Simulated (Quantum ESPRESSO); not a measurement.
## Solid-state NMR card for Cs₂AgAsF₆

```
CELL_PARAMETERS angstrom
      0.00000     4.59761     4.59761
      4.59761     0.00000     4.59761
      4.59761     4.59761     0.00000
ATOMIC_POSITIONS crystal
  Cs 0.75000 0.75000 0.75000
  Cs 0.25000 0.25000 0.25000
  Ag 0.50000 0.50000 0.50000
  As 0.00000 0.00000 0.00000
  F  0.77328 0.22672 0.22672
  F  0.22672 0.77328 0.77328
  F  0.22672 0.77328 0.22672
  F  0.77328 0.22672 0.77328
  F  0.22672 0.22672 0.77328
  F  0.77328 0.77328 0.22672
```
Geometry: a computed entry of the Materials Project; it was not checked against measured cells. It is Cs2AgAsF6 in Fm-3m; whether this form has been observed was not checked. Stability against distortions was not tested. The run has no spin polarisation.

Computed: shieldings by PBE GIPAW (a modified build of Quantum ESPRESSO, JTH PAW datasets), 22.5 Ha, k-mesh 4×4×4 shifted, f-sum rule met within 0.002 %.

```tsv
site	site symmetry	σ_iso (ppm)
Cs (atoms 1, 2)	-43m	5497
Ag (atom 3)	m-3m	4124
As (atom 4)	m-3m	1071
F (atoms 5, 6, 7, 8, 9, 10)	4mm	167
```

Shieldings are absolute and leave out the bulk-susceptibility term; a larger σ means a smaller chemical shift. In our sweeps, cutoffs and meshes of this size left a few ppm, and up to some 20 ppm on atoms from Zn on. No spin–orbit coupling; Cs is the heaviest element present.
